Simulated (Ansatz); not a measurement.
CoBr₃ (ReO3-type structure)

Method: PBE+U (U_eff = 3.3 eV on Co 3d), scalar-relativistic; collinear spin; PAW, 420 eV, 6×6×6 k-mesh, Gaussian smearing of 0.05 eV; code Ansatz. The datasets are Ansatz's generated set soft_2.

```
Co Br
1.0
     5.11879    0.00000    0.00000
     0.00000    5.11879    0.00000
     0.00000    0.00000    5.11879
Co Br
1 3
Cartesian
  0.0000 0.0000 0.0000
  2.5594 0.0000 0.0000
  0.0000 0.0000 2.5594
  0.0000 2.5594 0.0000
```

The structure was built from a prototype; whether the compound forms in it isn't claimed. The ideal cubic cell shuts out tilts of the octahedra, which such structures often take.

Magnetic state: ferromagnetic, site spin moments Co 2.53; Br -0.11 μB.

The run above is the reference. The same cell was run again with other input settings; several of them aren't fit for production, so the rows show the settings' effect and aren't properties of the material.

| keys changed | outcome | ΔE (meV/atom) | P (GPa) | gap on the mesh (eV) | cell moment (μB) | largest force component (eV/Å) | SCF iterations | rough core-seconds | new warnings |
| --- | --- | --- | --- | --- | --- | --- | --- | --- | --- |
| none (reference) | converged | 0.0 | 0.0 | metal | 2.18 | 0.000 | – | – | – |
| scf.algorithm: "density_mixing"; scf.occupations.method: "gaussian" → "fermi_dirac"; scf.occupations.width: 0.05 → 0.005 | converged | 158.5 | -1.1 | metal | 2.58 | 0.000 | 33 | 30 | given moment on shells |

ΔE is the energy with the smearing extrapolated to zero. It is left out where the change alters the Hamiltonian or the spin treatment. The varied runs start from atomic densities (corrected by the program's trained start where that serves), with the default search for lower states unless a row changes it, while the reference went on from a saved state, so a magnet may end in another state whatever the setting.

Q: What happens with these changes: scf.initial_density.chi_scale: 0.0; hamiltonian.xc: "pbe" → "lda"?

A: outcome converged, P (GPa) -3.8, gap on the mesh (eV) metal, cell moment (μB) 2.28, largest force component (eV/Å) 0.000, SCF iterations 42, rough core-seconds 210, new warnings given moment on shells; reached outside group.

2 further runs (cut off, refused for memory, with changed atoms or starts, or in doubt) are left out.

Of the reference: Open d and f shells can converge to several self-consistent states; this is the one that the run reached. The program warned that the potential is rough where the density is thin (voids or gaps), so long spacings are poorly fixed. The order of the orbitals lowers the symmetry, along an axis that is one of several equivalent ones. Site moments are of spin, integrated over atomic spheres. No antiparallel order was tried.
